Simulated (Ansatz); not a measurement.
SnO: computed property card

SnO:
```xyz
4
Lattice="3.2996 0.0000 0.0000 0.0000 5.7358 0.0000 0.0000 0.0000 4.1497" Properties=species:S:1:pos:R:3 pbc="T T T"
Sn     0.0000     1.3069     2.1163
Sn     1.6498     4.4289     0.0415
O      0.0000     5.1569     3.0708
O      1.6498     0.5789     0.9960
```

Space group Pmn2_1 (No. 31); conventional cell a = 3.2996 Å, b = 5.7358 Å, c = 4.1497 Å, α = β = γ = 90.00°.

Method: the program Ansatz at the r²SCAN+D4 level (PAW). The cell and atoms are relaxed at this level. Other levels are named where they apply.

**Cell and energy**

```json
{
  "volume_per_atom": "19.63 Å³",
  "density": "5.70 g/cm³",
  "Formation energy from the elements (no fitted shifts)": "-1.28 eV/atom"
}
```

**Electronic structure**

```json
{
 "band_gap": "1.71 eV (indirect)",
 "valence_band_maximum": "on the Γ–X line, 23 % of the way from Γ (k = -0.115, 0.000, 0.000 in fractions of the reciprocal vectors)",
 "conduction_band_minimum": "on the S–Y line, 19 % of the way from S (k = 0.404, -0.500, 0.000 in fractions of the reciprocal vectors) (2 equivalent valleys)",
 "smallest_direct_gap_on_the_standard_path": "2.42 eV",
 "electron_effective_mass": "0.20, 0.50, 0.89 mₑ (principal values)",
 "hole_effective_mass": "0.45, 0.57, 9.0 mₑ (principal values)"
}
```

The workflow started from a Materials Project entry (that database holds measured and hypothetical structures alike); the Crystallography Open Database copy checked does not list it. It is not the phase usual at ambient conditions (space group No. 129). Symmetry was held in the r²SCAN+D4 relaxation; its stability against distortions is not shown here. The references are the lowest solids computed at this level, not always the standard phases (solids in place of the gases). Scalar-relativistic: spin–orbit coupling is off unless named, which matters more the heavier the elements.

Potentials: the later of the program's two PAW sets.
